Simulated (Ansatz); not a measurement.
# Ga4AsP3 (P-4m2) at 2 levels of theory

One geometry, relaxed with PBE; plane waves with PAW potentials in Ansatz, scalar-relativistic. No spin polarisation. Gaps are the least over mesh and band path; pressure is positive in compression.

```
Ga P As
1.0
     3.93467    0.00000    0.00000
     0.00000    3.93467    0.00000
     0.00000    0.00000   11.12960
Ga P As
4 3 1
Direct
  0.50000 0.00000 0.86796
  0.00000 0.50000 0.62257
  0.50000 0.00000 0.37743
  0.00000 0.50000 0.13204
  0.00000 0.00000 0.50000
  0.50000 0.50000 0.25466
  0.50000 0.50000 0.74534
  0.00000 0.00000 0.00000
```

```json
{"level": "PBE", "cutoff (eV)": "420", "k mesh": "8×8×4", "gap (eV)": "1.16", "pressure (GPa)": "0.0"}
```

Task: What comes out on the same cell with r2SCAN?

Result:
```json
{"level": "r2SCAN", "cutoff (eV)": "500", "k mesh": "8×8×4", "gap (eV)": "1.66", "pressure (GPa)": "-2.5"}
```

The structure comes from a generated guess; another structure or a mixture of phases may lie lower.
